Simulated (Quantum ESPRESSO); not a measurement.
# Computed records: YHfInO4F2 (made-up cell, one site empty), Hf3AlO7F (made-up cell)

Computed with Quantum ESPRESSO 7.5. Calculation on a made-up crystal cell, not a measurement, run twice, once with a planted mistake found by running each candidate: periodic Kohn-Sham density functional theory in plane waves with PseudoDojo standard norm-conserving scalar-relativistic pseudopotentials, each functional with its own files (v0.5 for PBE, v0.4.1 for LDA and PBEsol), no spin polarisation, no spin-orbit coupling, atoms not relaxed, stress positive in tension, energies less a fixed whole-eV offset for each atom's element; levels are Kohn-Sham levels at fractions of this cell's reciprocal vectors, counted from the reference band (half the neutral cell's valence electrons, rounded up) at Gamma; error bars cover cutoff and k-mesh only, not smearing or the files; each bar is the largest change over components, and at least 0.002 eV, 0.002 eV per angstrom or 0.02 GPa; a charged cell sits in a uniform background, with energy and stress on this program's zero of potential; no dispersion term; energies are for the whole cell, and the offsets were chosen from early runs and are not element reference energies; a distance is the largest change of any value in units of its error bar (the energy's for the smearing term), a scale change is of lengths, and a coarse mesh keeps the half-step shift.

Common to all runs: intended functional pbe; intended cutoff 1143 eV; intended fermi dirac smearing 0.025 eV; intended scf tolerance 1e-07 eV; intended electrons removed 0; healthy scf iterations 14; healthy smearing term minus ts 0 eV; candidate functional lda; candidate electrons removed 1; structure shown as intended, without the mistake.

Notes on all entries: the hafnium pseudopotential is less sure than the others, with forces about 3 percent (worst 6) and pressure in oxides about 1.5 GPa (worst 2.7) from a second method in checks, which the error bars do not cover.

(1) YHfInO4F2 (made-up cell, one site empty)

Intended structure:
```
YHfInO4F2
1.0
      2.7628     1.6186     4.8706
     -2.7265     1.6300     4.8463
      0.0280    -3.1675     4.8319
In Y Hf O F O
1 1 1 2 2 2
Direct
  0.34960 0.35035 0.35635
  0.14606 0.15393 0.14514
  0.64347 0.64861 0.65268
  0.55137 0.95230 0.24656
  0.24544 0.55915 0.93670
  0.95378 0.25177 0.54812
  0.43957 0.04772 0.75586
  0.74978 0.44475 0.05816
  0.06221 0.74514 0.44492
```

- lattice type: corundum
- empty site: 4
- healthy free energy less offsets: -3.002 eV
- healthy pressure: 1.18 GPa
- healthy stress xx: -1.86 GPa
- healthy stress yy: 2.84 GPa
- healthy stress zz: -4.51 GPa
- healthy stress yz: 2.59 GPa
- healthy stress xz: 3.61 GPa
- healthy stress xy: -2.64 GPa
- faulty free energy less offsets: -3.02 eV
- faulty scf iterations: 14
- faulty smearing term minus ts: -0.113 eV
- faulty pressure: 1.35 GPa
- faulty stress xx: -2.06 GPa
- faulty stress yy: 2.62 GPa
- faulty stress zz: -4.61 GPa
- faulty stress yz: 2.57 GPa
- faulty stress xz: 3.63 GPa
- faulty stress xy: -2.63 GPa
- candidate k points along each vector: 1
- candidate cutoff: 771 eV
- candidate smearing: 0.37 eV
- candidate scf tolerance: 0.1 eV
- candidate scale change: 1.04 percent
- candidate first exchanged site: 2
- candidate second exchanged site: 3
- intended k mesh: 5 x 5 x 5, shifted by half a step
- fault kind: ?

Atoms:
```csv
atoms element,atom site,atom energy offset (eV)
In,1,-1808
Y,2,-1098
Hf,3,-1535
O,5,-452
O,6,-452
F,7,-677
F,8,-677
O,9,-452
O,10,-452
```

Healthy forces:
```csv
site,x (eV/Å),y (eV/Å),z (eV/Å)
1,-0.179,3.382,0.944
2,0.1,-0.468,-0.656
3,-0.379,-0.405,0.05
5,0.574,-2.704,2.134
6,1.81,1.949,1.939
7,-1.621,-1.212,0.372
8,1.19,0.582,-0.793
9,-1.465,0.431,-2.019
10,-0.03,-1.554,-1.973
```

Faulty forces:
```csv
site,x (eV/Å),y (eV/Å),z (eV/Å)
1,-0.172,3.357,0.958
2,0.098,-0.466,-0.657
3,-0.371,-0.393,0.052
5,0.582,-2.682,2.111
6,1.792,1.935,1.926
7,-1.615,-1.214,0.363
8,1.196,0.564,-0.785
9,-1.457,0.444,-2.013
10,-0.053,-1.545,-1.956
```

Candidate mistake: coarse kmesh, low cutoff, wide smearing, wrong functional, loose scf, wrong charge, cell scaled, atoms exchanged

(2) Hf3AlO7F (made-up cell)

Intended structure:
```
Hf3AlO7F
1.0
      5.0505     0.0279    -0.0204
      0.0279     5.0965     0.0458
     -0.0204     0.0458     5.0645
Hf Al Hf O F O
2 1 1 1 1 6
Direct
  -0.00416 0.00533 0.01188
  -0.00180 0.49618 0.50142
  0.49708 0.01145 0.49539
  0.50491 0.50317 0.00886
  0.24266 0.21590 0.25492
  0.22960 0.25921 0.73621
  0.24336 0.74941 0.25472
  0.27244 0.72529 0.73905
  0.74775 0.23714 0.25244
  0.72256 0.25566 0.74223
  0.73455 0.76064 0.22455
  0.75351 0.77549 0.75148
```

- lattice type: fluorite
- healthy free energy less offsets: 1.466 eV
- healthy pressure: -3.34 GPa
- healthy stress xx: 2.39 GPa
- healthy stress yy: 5.43 GPa
- healthy stress zz: 2.2 GPa
- healthy stress yz: 0.04 GPa
- healthy stress xz: -1.88 GPa
- healthy stress xy: 0.66 GPa
- healthy reference band: 44
- faulty free energy less offsets: 14.68 eV
- faulty scf iterations: 13
- faulty smearing term minus ts: 0 eV
- faulty pressure: -65.37 GPa
- faulty stress xx: 64.58 GPa
- faulty stress yy: 67.25 GPa
- faulty stress zz: 64.28 GPa
- faulty stress yz: 0.25 GPa
- faulty stress xz: -1.99 GPa
- faulty stress xy: 0.68 GPa
- faulty reference band: 44
- candidate k points along each vector: 2
- candidate cutoff: 596 eV
- candidate smearing: 0.54 eV
- candidate scf tolerance: 0.04 eV
- candidate scale change: -1.75 percent
- candidate first exchanged site: 6
- candidate second exchanged site: 8
- intended k mesh: 4 x 4 x 4, shifted by half a step
- fault kind: ?

Atoms:
```csv
atoms element,atom site,atom energy offset (eV)
Hf,1,-1535
Hf,2,-1535
Al,3,-64
Hf,4,-1535
O,5,-452
F,6,-677
O,7,-452
O,8,-452
O,9,-452
O,10,-452
O,11,-452
O,12,-452
```

Healthy forces:
```csv
site,x (eV/Å),y (eV/Å),z (eV/Å)
1,-2.091,-2.731,0.607
2,-2.087,3.129,-1.694
3,1.48,-1.668,-0.825
4,1.214,2.162,0.495
5,1.435,1.76,0.618
6,0.482,-1.688,1.006
7,-0.514,-1.185,-0.29
8,-0.709,1.093,0.108
9,-0.025,0.702,0.242
10,-0.17,0.397,-0.073
11,0.327,-1.067,1.349
12,0.657,-0.903,-1.543
```

Healthy levels:
```csv
level k point,next band up (eV)
Gamma,1.59
"(1/2,1/2,1/2)",3.986
"(0.15,0,0)",1.828
"(0,0.15,0)",1.825
"(0,0,0.15)",1.817
```

Faulty forces:
```csv
site,x (eV/Å),y (eV/Å),z (eV/Å)
1,-2.108,-2.737,0.622
2,-2.079,3.142,-1.701
3,1.471,-1.675,-0.829
4,1.251,2.172,0.492
5,1.41,1.637,0.687
6,0.519,-1.577,0.916
7,-0.474,-1.125,-0.193
8,-0.574,0.877,-0.007
9,0.015,0.653,0.351
10,-0.274,0.359,-0.099
11,0.316,-0.952,1.208
12,0.527,-0.773,-1.446
```

Faulty levels:
```csv
level k point,next band up (eV)
Gamma,1.573
"(1/2,1/2,1/2)",3.98
"(0.15,0,0)",1.815
"(0,0.15,0)",1.811
"(0,0,0.15)",1.803
```

Candidate mistake: coarse kmesh, low cutoff, wide smearing, wrong functional, loose scf, wrong charge, cell scaled, atoms exchanged

## Withheld values
1. YHfInO4F2 (made-up cell, one site empty) (entry 1): fault kind?
2. What fault kind does the calculation give for Hf3AlO7F (made-up cell) (entry 2)?

Calculated values
1. wide smearing
2. low cutoff

Further results for YHfInO4F2 (made-up cell, one site empty) (entry 1):

* other mistakes compared: 7
* distance from healthy: 43.81 error bars
* distance from nearest other mistake: 159.5 error bars
* healthy error bar energy: 0.002581 eV
* healthy error bar stress: 0.02292 GPa
* healthy error bar force: 0.002 eV/Å

Further results for Hf3AlO7F (made-up cell) (entry 2):

* other mistakes compared: 7
* distance from healthy: 6607 error bars
* distance from nearest other mistake: 5869 error bars
* healthy error bar energy: 0.002 eV
* healthy error bar stress: 0.03363 GPa
* healthy error bar force: 0.002 eV/Å
* healthy error bar next band up: 0.002 eV
